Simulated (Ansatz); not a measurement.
Be$_{12}$Mo in space group I4/mmm (No. 139; Mo on 2a, Be on 8f, Be on 8i, Be on 8j), PBEsol in the plane-wave PAW code Ansatz, all energies at zero smearing, with the estimated change up to a 700 eV cutoff added, with one set of potentials and settings (totals compare only within such a set). Cell of 13 atoms (1 Mo, 12 Be): -5983.284 eV.

```tsv
element	reference phase	E (eV/atom)
Mo	Im-3m, 1 atoms in the cell	-4897.5018
Be	P6_3/mmc, 2 atoms in the cell	-90.3485
```

Formation energy per atom, worked out: (-5983.284 − 1×(-4897.5018) − 12×(-90.3485))/13 = -0.123 eV/atom (-12 kJ per mol of atoms), at 0 K, without zero-point energy or fitted corrections.

The start of the workflow was typed in or built on a structure type; neither database checked (COD, Materials Project) lists it. Its standing as an ambient phase is unchecked. The cell was relaxed with PBEsol under the symmetry of its start; whether a distortion lowers the energy is not shown. The run is not spin-polarised. The references are the lowest solids computed at this level, not always the standard phases.

Potentials: the earlier of the program's two PAW sets. The files were generated under PBE; for other functionals the program regenerates the frozen cores, and for LDA and PBEsol the local potential too.
